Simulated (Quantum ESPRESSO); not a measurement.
## Ru2Ta4ZrZn (input and log of a self-consistent run)

Simulated, not a measurement. The program is pw.x of Quantum ESPRESSO 7.5 (plane-wave density functional theory). The cell is made up: eight metal atoms on a face-centred cubic lattice, with elements, volume, strain and displacements drawn at random and not relaxed, so it may be unstable or far from any real phase. PseudoDojo standard norm-conserving files set the functional (PBE unless stated); there is no spin polarisation or spin-orbit coupling, the Fermi-Dirac width of 0.25 eV means electrons at about 2900 K, and the masses in the input are unused placeholders. Heavy elements are run without spin-orbit coupling, which real alloys of them have. A spin test at this wide smearing found no moment, but such smearing suppresses magnetism that the real alloy may have.

Input:

```
&control calculation='scf', pseudo_dir='./dojo.nc.sr.pbe.v0_5.standard.upf', outdir='./o', disk_io='medium', tprnfor=.true., tstress=.true. /
&system ibrav=0, nat=8, ntyp=4, nbnd=75, ecutwfc=84.00895049, nosym=.true., tot_charge=0,
 occupations='smearing', smearing='fd', degauss=0.0183746611
/
&electrons conv_thr=1.470e-08, electron_maxstep=70, mixing_beta=0.5 /
ATOMIC_SPECIES
Ru 1.0 Ru.upf
Ta 1.0 Ta.upf
Zn 1.0 Zn.upf
Zr 1.0 Zr.upf
CELL_PARAMETERS angstrom
-4.2182 0.0577 0.0261
0.0316 -4.1971 4.2211
-0.0997 6.3137 2.1286
ATOMIC_POSITIONS angstrom
Ru -0.0967 -0.0782 0.0829
Ta -0.1691 2.1757 2.0879
Ta 0.0308 -2.1795 2.0555
Zr 0.0143 0.0968 4.1489
Ta -2.156 4.1608 2.2461
Ta -2.0844 0.1586 2.1169
Ru -2.1097 2.0859 4.295
Zn -1.957 -2.1151 4.218
K_POINTS automatic
6 5 4 1 1 1
```

The log is shortened where brackets say so; the opening notice, blank lines, dates and the lines on written files are dropped, and the path of the files is cut. It prints rydbergs, bohrs and kilobars, and counts compression as positive stress. Its total energy is the free energy E - TS of the whole cell.

```
     Program PWSCF v.7.5
     Parallel version (MPI & OpenMP), running on       1 processor cores
     Number of MPI processes:                 1
     Threads/MPI process:                     1
     [start-up lines left out]
     bravais-lattice index     =            0
     lattice parameter (alat)  =       7.9721  a.u.
     unit-cell volume          =    1012.7194 (a.u.)^3
     number of atoms/cell      =            8
     number of atomic types    =            4
     number of electrons       =       116.00
     number of Kohn-Sham states=           75
     kinetic-energy cutoff     =      84.0090  Ry
     charge density cutoff     =     336.0358  Ry
     scf convergence threshold =      1.5E-08
     mixing beta               =       0.5000
     number of iterations used =            8  plain     mixing
     Exchange-correlation= PBE
                           (   1   4   3   4   0   0   0)
     [axes and pseudopotential details left out]
   Cartesian axes
     site n.     atom                  positions (alat units)
         1        Ru     tau(   1) = (  -0.0229219  -0.0185366   0.0196507  )
         2        Ta     tau(   2) = (  -0.0400837   0.5157306   0.4949184  )
         3        Ta     tau(   3) = (   0.0073009  -0.5166314   0.4872383  )
         4        Zr     tau(   4) = (   0.0033897   0.0229456   0.9834604  )
         5        Ta     tau(   5) = (  -0.5110609   0.9862812   0.5324183  )
         6        Ta     tau(   6) = (  -0.4940887   0.0375947   0.5017926  )
         7        Ru     tau(   7) = (  -0.5000859   0.4944443   1.0180921  )
         8        Zn     tau(   8) = (  -0.4638897  -0.5013659   0.9998399  )
     number of k points=    60  Fermi-Dirac smearing, width (Ry)=  0.0184
                       cart. coord. in units 2pi/alat
        k(    1) = (  -0.0820028   0.0361930   0.1365437), wk =   0.0333333
        k(    2) = (  -0.0795212   0.1613331   0.2609537), wk =   0.0333333
     [further k points left out]
     Dense  grid:   105337 G-vectors     FFT dimensions: (  48,  72,  75)
     Estimated max dynamical RAM per process >     202.16 MB
     Initial potential from superposition of free atoms
     starting charge     115.9923, renormalised to     116.0000
     Starting wfcs are   80 randomized atomic wfcs
     total cpu time spent up to now is       42.6 secs
     per-process dynamical memory:   115.8 Mb
     Self-consistent Calculation
     iteration #  1     ecut=    84.01 Ry     beta= 0.50
     Davidson diagonalization with overlap
     ethr =  1.00E-02,  avg # of iterations =  2.6
     total cpu time spent up to now is      163.0 secs
     total energy              =   -1443.07584049 Ry
     estimated scf accuracy    <       2.38167727 Ry
     iteration #  2     ecut=    84.01 Ry     beta= 0.50
     Davidson diagonalization with overlap
     ethr =  2.05E-03,  avg # of iterations =  3.0
     total cpu time spent up to now is      282.7 secs
     total energy              =   -1443.01653066 Ry
     estimated scf accuracy    <      20.31455802 Ry
     iteration #  3     ecut=    84.01 Ry     beta= 0.50
     Davidson diagonalization with overlap
     ethr =  2.05E-03,  avg # of iterations =  2.2
     total cpu time spent up to now is      405.4 secs
     total energy              =   -1444.34287822 Ry
     estimated scf accuracy    <       1.00630308 Ry
     iteration #  4     ecut=    84.01 Ry     beta= 0.50
     Davidson diagonalization with overlap
     ethr =  8.68E-04,  avg # of iterations =  2.0
     total cpu time spent up to now is      505.5 secs
     total energy              =   -1444.39571913 Ry
     estimated scf accuracy    <       0.35072087 Ry
     iteration #  5     ecut=    84.01 Ry     beta= 0.50
     Davidson diagonalization with overlap
     ethr =  3.02E-04,  avg # of iterations =  2.3
     total cpu time spent up to now is      612.3 secs
     total energy              =   -1444.41173691 Ry
     estimated scf accuracy    <       0.33116482 Ry
     [iterations 6 to 12 left out]
     iteration # 13     ecut=    84.01 Ry     beta= 0.50
     Davidson diagonalization with overlap
     ethr =  7.05E-08,  avg # of iterations =  1.3
     total cpu time spent up to now is     1409.3 secs
     total energy              =   -1444.44925178 Ry
     estimated scf accuracy    <       0.00000715 Ry
     iteration # 14     ecut=    84.01 Ry     beta= 0.50
     Davidson diagonalization with overlap
     ethr =  6.17E-09,  avg # of iterations =  3.5
     total cpu time spent up to now is     1515.4 secs
     total energy              =   -1444.44925272 Ry
     estimated scf accuracy    <       0.00001019 Ry
     iteration # 15     ecut=    84.01 Ry     beta= 0.50
     Davidson diagonalization with overlap
     ethr =  6.17E-09,  avg # of iterations =  1.2
     total cpu time spent up to now is     1605.9 secs
     total energy              =   -1444.44925352 Ry
     estimated scf accuracy    <       0.00000113 Ry
     iteration # 16     ecut=    84.01 Ry     beta= 0.50
     Davidson diagonalization with overlap
     ethr =  9.73E-10,  avg # of iterations =  2.1
     total cpu time spent up to now is     1705.5 secs
     total energy              =   -1444.44925365 Ry
     estimated scf accuracy    <       0.00000021 Ry
     iteration # 17     ecut=    84.01 Ry     beta= 0.50
     Davidson diagonalization with overlap
     ethr =  1.85E-10,  avg # of iterations =  2.5
     total cpu time spent up to now is     1813.2 secs
     End of self-consistent calculation
     [lines on levels left out]
!    total energy              =   -1444.44925367 Ry
     estimated scf accuracy    <       0.00000001 Ry
     smearing contrib. (-TS)   =      -0.14198225 Ry
     internal energy E=F+TS    =   -1444.30727142 Ry
     The total energy is F=E-TS. E is the sum of the following terms:
     one-electron contribution =    -534.33602047 Ry
     hartree contribution      =     318.31545658 Ry
     xc contribution           =    -251.02755321 Ry
     ewald contribution        =    -977.25915432 Ry
     convergence has been achieved in  17 iterations
     Forces acting on atoms (cartesian axes, Ry/au):
     atom    1 type  1   force =     0.00246650    0.01757582    0.02193394
     atom    2 type  2   force =     0.04650264   -0.01758791   -0.02764735
     atom    3 type  2   force =     0.01412598   -0.02577427    0.03796926
     atom    4 type  4   force =     0.00907795    0.01352279    0.04090045
     atom    5 type  2   force =    -0.01337264    0.01792036   -0.03038199
     atom    6 type  2   force =    -0.02175964   -0.01389930   -0.03400299
     atom    7 type  1   force =    -0.00890127    0.01540773    0.01049391
     atom    8 type  3   force =    -0.02813951   -0.00716523   -0.01926523
     Total force =     0.114730     Total SCF correction =     0.000517
     Computing stress (Cartesian axis) and pressure
          total   stress  (Ry/bohr**3)                   (kbar)     P=     -103.34
  -0.00070033   0.00003646   0.00007768         -103.02        5.36       11.43
   0.00003646  -0.00093585  -0.00005034            5.36     -137.67       -7.41
   0.00007768  -0.00005034  -0.00047132           11.43       -7.41      -69.33
     init_run     :     40.39s CPU     42.41s WALL (       1 calls)
     electrons    :   1679.05s CPU   1770.62s WALL (       1 calls)
     forces       :     13.71s CPU     13.88s WALL (       1 calls)
     stress       :     58.65s CPU     60.81s WALL (       1 calls)
     [timing details left out]
     PWSCF        :  29m52.33s CPU  31m30.21s WALL
     JOB DONE.
```

In other units: free energy -19652.733 eV for the cell, pressure -10.33 GPa, largest force component 1.196 eV/Å in size. The run took 1892 s of wall time with one process on a shared machine (AMD EPYC, Zen 5, virtual cores), so the time is rough. A rerun of this cell at a higher cutoff and on a denser mesh moved values by no more than 0.003 eV in energy, 0.02 GPa in stress and 0.003 eV/Å in force, and a second program with other atomic files agreed on that cell to 2 % rms in force and 0.5 GPa in pressure.